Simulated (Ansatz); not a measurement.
The start is a relaxed AlCu cell displaced along its unstable phonon at q = (½, ½, 0) of its primitive reciprocal cell (72i cm⁻¹), largest move 0.15 Å. The structure is fully relaxed (lattice and positions, P = 0) with PBE (plane waves to 420 eV, PAW, scalar-relativistic; Ansatz, a first-principles code). The first steps use a coarse 10×10×6 k-mesh.

Starting cell:
```
AlCu
1.0
    6.50669     0.00000     0.00000
    3.25334     3.25334     0.00000
    0.00000     0.00000     5.21400
Cu Al
4 4
Direct
  0.72830   0.54347   0.36549
  0.27170   0.45653   0.36549
  0.22830   0.99992   0.63451
  0.77170   0.00008   0.63451
  0.72699   0.54611   0.85299
  0.27301   0.45389   0.85299
  0.22699   0.99992   0.14701
  0.77301   0.00008   0.14701
```

- Largest initial force = 0.12 eV/Å, on Cu1, Cu2, Cu3, Cu4 (atoms numbered as listed)
- Energy released = 0.01 eV/atom
- Volume change = -1.2 %, from 13.80 to 13.64 Å³/atom
- Relative to the parent = It does not go back: it reaches Pbcm (No. 57), 0.02 eV/atom below the parent
- Shortest distances (start → end) = The closest pairs of elements (up to four, under 3.6 Å), start → end: Al–Cu 2.54 → 2.54 Å; Cu–Cu 2.70 → 2.73 Å; Al–Al 2.77 → 2.79 Å
- Optimiser moves = 11

Final values are on a 9×10×10 k-mesh of the relaxed cell. No spin polarisation in the result.

The run could not lose the symmetry of its start, so the end can be a saddle point.

The relaxed structure here is a generated cell of AlCu: the first start was made by placing the elements on the sites of a structure type, and the end was not matched to a known phase here, so it may be hypothetical.
